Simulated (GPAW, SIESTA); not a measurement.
Given: the input of a run of SIESTA 5.4.2 on Ge3Pd. Atoms were shifted at random by some hundredths of an Å from the given cell, which wasn't relaxed again for these runs. The cell comes from a database or a generator and needn't be the stable form of this composition.

The input Ge3Pd.fdf:

```
SystemName                      Ge3Pd
SystemLabel                     Ge3Pd
NumberOfSpecies                 2
NumberOfAtoms                   4
%block ChemicalSpeciesLabel
  1  46 Pd
  2  32 Ge
%endblock ChemicalSpeciesLabel

LatticeConstant                 1.0 Ang
%block LatticeVectors
     4.1420230000     0.0000000000     0.0000000000
     0.0000000000     4.1420230000     0.0000000000
     0.0000000000     0.0000000000     4.1420230000
%endblock LatticeVectors
AtomicCoordinatesFormat         Fractional
%block AtomicCoordinatesAndAtomicSpecies
     0.0062200000    -0.0041410000    -0.0168690000  1  Pd
     0.5003990000     0.4962790000     0.0000570000  2  Ge
     0.4994620000     0.0056850000     0.4990230000  2  Ge
     0.0096160000     0.4934890000     0.5061080000  2  Ge
%endblock AtomicCoordinatesAndAtomicSpecies

%block kgrid.MonkhorstPack
    7   0   0  0.0
    0   7   0  0.0
    0   0   7  0.0
%endblock kgrid.MonkhorstPack
XC.Functional                   GGA
XC.Authors                      PBEsol
PAO.BasisSize                   DZP
PAO.EnergyShift                 0.003 Ry
Mesh.Cutoff                     800 Ry
OccupationFunction              FD
ElectronicTemperature           0.05 eV
MaxSCFIterations                120
SCF.MustConverge                false
SCF.Mixer.Method                Pulay
SCF.Mixer.Weight                0.25
SCF.Mixer.History               8
SCF.DM.Tolerance                5.0e-05
SCF.H.Tolerance                 1.0e-03 eV
WriteForces                     true
Charge.Mulliken                 end
%block PAO.Basis
  Pd 5
  n=4 0 2
    2.827 0.000
  n=5 0 2
    8.651 0.000
  n=4 1 2
    3.241 0.000
  n=5 1 1
    8.651
  n=4 2 2
    5.842 0.000
  Ge 4
  n=4 0 2
    5.960 0.000
  n=4 1 2
    8.130 0.000
  n=3 2 2
    3.189 0.000
  n=4 2 1
    8.130
%endblock PAO.Basis
```

Potentials or basis: PseudoDojo 0.4 standard (PBEsol files), converted to PSML, two zetas on semicore shells, DZP (energy shift 0.003 Ry; two zetas on semicore shells).

Run with:

```bash
$ siesta Ge3Pd.fdf > Ge3Pd.out 2>&1
```

Q: Set up the same calculation for GPAW 26.7.0 (ASE script). Potentials or basis there: PAW data sets generated for this functional, cutoff 600 eV.

A: As run (cutoffs and basis follow the program's own potentials, and thresholds, step limits or extra output files can differ):

run.py

```python
from ase import Atoms
from ase.dft.bandgap import bandgap
from ase.io import write
from ase.units import GPa
from gpaw import GPAW, PW, setup_paths

setup_paths.insert(0, '.')

atoms = Atoms(['Pd', 'Ge', 'Ge', 'Ge'],
              cell=[[4.142023, 0.0, 0.0],
                    [0.0, 4.142023, 0.0],
                    [0.0, 0.0, 4.142023]],
              scaled_positions=[[0.00622, -0.004141, -0.016869],
                                [0.500399, 0.496279, 0.000057],
                                [0.499462, 0.005685, 0.499023],
                                [0.009616, 0.493489, 0.506108]],
              pbc=True)

calc = GPAW(mode=PW(600),
            xc='PBEsol',
            kpts={'size': (7, 7, 7), 'gamma': True},
            occupations={'name': 'fermi-dirac', 'width': 0.05},
            nbands=27,
            convergence={'density': 1e-05, 'energy': 1e-05},
            maxiter=150,
            txt='gpaw.txt')
atoms.calc = calc
energy = atoms.get_potential_energy()
forces = atoms.get_forces()
stress = atoms.get_stress()
calc.write('gs.gpw')
write('result.traj', atoms)
print(f'Energy: {energy:.6f} eV')
print('Forces (eV/A):')
print(forces.round(4))
print('Stress (GPa):', (stress / GPa).round(3))
print('Fermi level:', round(calc.get_fermi_level(), 4), 'eV')
print(f'Gap: {bandgap(calc)[0]:.4f} eV, direct: {bandgap(calc, direct=True)[0]:.4f} eV')
```

Potentials or basis: PAW data sets generated in the run's folder for this functional, pw.

Run with:

```bash
$ gpaw-setup -f PBEsol Ge Pd
$ OMP_NUM_THREADS=1 python run.py
```

Both were run:

|  | SIESTA | GPAW |
| --- | --- | --- |
| Pressure | -3.2 GPa | -4.6 GPa |
| Energy over the undisturbed cell | 1.9 meV/atom | 0.8 meV/atom |

The potentials hold 60 and 28 valence electrons a cell.

Pressure is positive in compression.
